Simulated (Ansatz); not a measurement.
A 12-atom cell of SnSi3O8 built on the rutile structure (relaxed group Cmmm) was relaxed with 3 functionals in the plane-wave code Ansatz, cell and atoms free, the symmetry of the start kept (meshes: PBE 6×6×4, r2SCAN 6×6×4, PBEsol 6×6×4). Values at 0 K without nuclear motion; spin polarisation is off, and the phase may be a hypothetical one.

The PBE result:
```cif
data_structure
_symmetry_space_group_name_H-M 'Cmmm'
_symmetry_Int_Tables_number 65
_cell_length_a 6.0956
_cell_length_b 6.2907
_cell_length_c 5.6968
_cell_angle_alpha 90.000
_cell_angle_beta 90.000
_cell_angle_gamma 90.000
_cell_volume 218.45
loop_
_atom_site_label
_atom_site_type_symbol
_atom_site_symmetry_multiplicity
_atom_site_Wyckoff_symbol
_atom_site_fract_x
_atom_site_fract_y
_atom_site_fract_z
_atom_site_occupancy
Si1 Si 4 l 0.50000 0.00000 0.23858 1
Si2 Si 2 a 0.00000 0.00000 0.00000 1
O1 O 8 o 0.20351 0.00000 0.22233 1
O2 O 4 i 0.50000 0.80713 0.00000 1
Sn1 Sn 2 d 0.00000 0.00000 0.50000 1
O3 O 4 j 0.50000 0.82574 0.50000 1
```

The symmetry is Cmmm (No. 65, orthorhombic); conventional cell a = 6.096 Å, b = 6.291 Å, c = 5.697 Å, 9.10 Å³ an atom. Si is surrounded by 6 O at 1.81–1.85 Å; Si is surrounded by 6 O at 1.77–1.93 Å; O is surrounded by 2 Si at 1.77–1.81 Å and 1 Sn at 2.01 Å; O is surrounded by 3 Si at 1.82–1.93 Å; Sn is surrounded by 6 O at 2.01–2.05 Å; O is surrounded by 2 Si at 1.85 Å and 1 Sn at 2.05 Å.

**Question.** Order the functionals by the relaxed volume, smallest first.
A. PBEsol
B. PBE
C. r2SCAN

**Answer.** C (8.80 Å³/atom), A (8.86 Å³/atom), B (9.10 Å³/atom).

**Question.** How does the cell change with r2SCAN?

**Answer.** a = 6.020 Å, b = 6.210 Å, c = 5.647 Å; the volume differs by -3.4 % from PBE's. Around Si lie 6 O at 1.78–1.83 Å; around Si lie 6 O at 1.76–1.90 Å; around O lie 2 Si at 1.76–1.78 Å and 1 Sn at 1.99 Å (further sites aren't listed).

**Question.** What lattice does PBEsol give?

**Answer.** a = 6.038 Å, b = 6.221 Å, c = 5.664 Å; the volume differs by -2.6 % from PBE's. Around Si lie 6 O at 1.79–1.84 Å; around Si lie 6 O at 1.76–1.90 Å; around O lie 2 Si at 1.76–1.79 Å and 1 Sn at 2.00 Å (further sites aren't listed).

**Question.** Held at the r2SCAN cell, what mean stress does PBE find, and does its sign point to its own minimum?

**Answer.** Yes. PBE +9.05 GPa, and its relaxed volume is +3.5 % from r2SCAN's. Compression counts positive, so a positive stress asks for a larger cell.
